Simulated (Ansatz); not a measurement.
Elastic constants of SnO at 3 GPa (stress–strain coefficients): input and output

The calculation used DFT LDA, scalar-relativistic, plane waves, PAW in Ansatz.

Launched with:
```bash
ansatz run input.yaml --threads 1 --pin off --max-ram 3072MiB --backend cpu --events-out ev --progress --plain --runs-dir out
```

Input (bare energies are in eV):
```yaml
crystal:
  lattice:
    - [3.7258905422, 0.0, 0.0]
    - [0.0, 3.7258905422, 0.0]
    - [0.0, 0.0, 4.4627097025]
  atoms:
    - { symbol: Sn, position: [0.0, 0.5, 0.2576640257] }
    - { symbol: Sn, position: [0.5, 0.0, 0.7423359743] }
    - { symbol: O, position: [0.0, 0.0, 0.0] }
    - { symbol: O, position: [0.5, 0.5, 0.0] }
basis:
  ecutwfc: 420
kpoints:
  mp_grid: { grid: [12, 12, 10] }
hamiltonian:
  xc: lda
scf:
  occupations: { method: fermi_dirac, width: 0.15 }
output:
  forces: true
  stress: true
  eigenvalues: true
elastic:
  mode: relaxed_ion
  amplitude: 0.005
  stencil: two_point
```

From the output:
```
--- Elastic constants: 4 strain directions × 2 members + reference (group order 16) ---
  dense FFT box of the reference and of every strained cell: 27×27×30
  strains applied: 11, 33, 23, 12; error gains: componentwise 1.00 (the most a stress slope's error grows in a printed constant), spectral 1.41 (1 for all six strains in a standard setting)
  reference relaxed by the batch: 3 steps; max|allowed force component| 8.58e-5 eV/Å at the deck's positions, 8.34e-9 at the last accepted step, 1.12e-8 by the solve of record
  largest displacement 4.2e-6 Å; the constants are those of the deck's cell at these positions:
  atoms:
    - { symbol: Sn, position: [-1.7933730740477063e-50, 0.5000000000000001, 0.2576649566465922] }
    - { symbol: Sn, position: [0.5000000000000001, 2.86939691847633e-51, 0.7423350433534078] }
    - { symbol: O, position: [7.890841525809908e-51, 0.0, -1.3486270623515003e-36] }
    - { symbol: O, position: [0.5000000000000001, 0.5000000000000001, -1.3486270623515003e-36] }
  C = ∂σ_k/∂η_j (tension-positive GPa; Voigt order 11 22 33 23 13 12):
       123.623    104.235     31.763      0.000      0.000     -0.000
       104.235    123.623     31.763      0.000      0.000     -0.000
        31.788     31.788     80.454      0.000      0.000     -0.000
         0.000      0.000      0.000     46.081      0.000      0.000
         0.000      0.000      0.000      0.000     46.081      0.000
        -0.000     -0.000      0.000      0.000      0.000    101.169
  reference stress σ⁰ (GPa):     -2.999     -2.999     -2.995     -0.000     -0.000     -0.000
  C* (energy form; C + prestress term) asymmetry max|C*_kj − C*_jk| = 2.884e-2 GPa — a small one proves nothing (zero by symmetry where the batch's group is 432, −43m or m−3m); a large one is finite-difference/SCF noise where every solve ...
  moduli (Voigt/Reuss/Hill, GPa): K = 73.70/62.34/68.02   G = 49.33/27.24/38.28   E = 96.71   ν = 0.263
  mechanically stable: yes (min eigenvalue of sym C = 19.39 GPa)
  strain η (Voigt 11):  stress-route row diagonal C_11 = 123.62 GPa, energy-path curvature d²(F+E_count+ΔE)/dδ²/Ω₀ = 123.65 GPa
         δ    σ_11 (GPa) F (eV) n_scf n_hpsi n_pw
    -5.000e-3      -3.6239      -12869.7923948       6   93284   1222   relax 6 steps, max|allowed force component| 8.35e-7 eV/Å
     5.000e-3      -2.3876      -12869.8039588       6   93318   1240   relax 3 steps, max|allowed force component| 1.37e-5 eV/Å
  strain η (Voigt 33):  stress-route row diagonal C_33 = 80.45 GPa, energy-path curvature d²(F+E_count+ΔE)/dδ²/Ω₀ = 80.35 GPa
         δ    σ_33 (GPa) F (eV) n_scf n_hpsi n_pw
    -5.000e-3      -3.4061      -12869.7925287       6   53334   1221   relax 3 steps, max|allowed force component| 5.92e-7 eV/Å
     5.000e-3      -2.6015      -12869.8041199       6   53300   1240   relax 3 steps, max|allowed force component| 8.76e-7 eV/Å
  strain η (Voigt 23):  stress-route row diagonal C_44 = 46.08 GPa, energy-path curvature d²(F+E_count+ΔE)/dδ²/Ω₀ = 47.61 GPa
         δ    σ_23 (GPa) F (eV) n_scf n_hpsi n_pw
    -5.000e-3      -0.2304      -12869.7985280       6  137712   1226   relax 5 steps, max|allowed force component| 1.24e-5 eV/Å
     5.000e-3       0.2304      -12869.7985280       6  137659   1226   relax 4 steps, max|allowed force component| 2.82e-5 eV/Å
  strain η (Voigt 12):  stress-route row diagonal C_66 = 101.17 GPa, energy-path curvature d²(F+E_count+ΔE)/dδ²/Ω₀ = 102.69 GPa
         δ    σ_12 (GPa) F (eV) n_scf n_hpsi n_pw
    -5.000e-3      -0.5058      -12869.7982593       6   82055   1226   relax 1 steps, max|allowed force component| 3.62e-5 eV/Å
     5.000e-3       0.5058      -12869.7982593       6   81997   1226   relax 1 steps, max|allowed force component| 3.62e-5 eV/Å
```

It took 13 min on 1 thread of Intel(R) Xeon(R) Processor @ 2.70GHz (shared host), peak memory 0.84 GiB.

In a metal, frequencies and elastic constants depend on the k mesh and the smearing, soft modes and shear constants most. Spin–orbit coupling is left out, which matters for heavy elements. A semilocal functional can close a gap that the real compound has.

The least eigenvalue is 19.4 GPa; in a metal on this mesh the verdict on stability isn't firm within about 20 GPa or a tenth of the bulk modulus.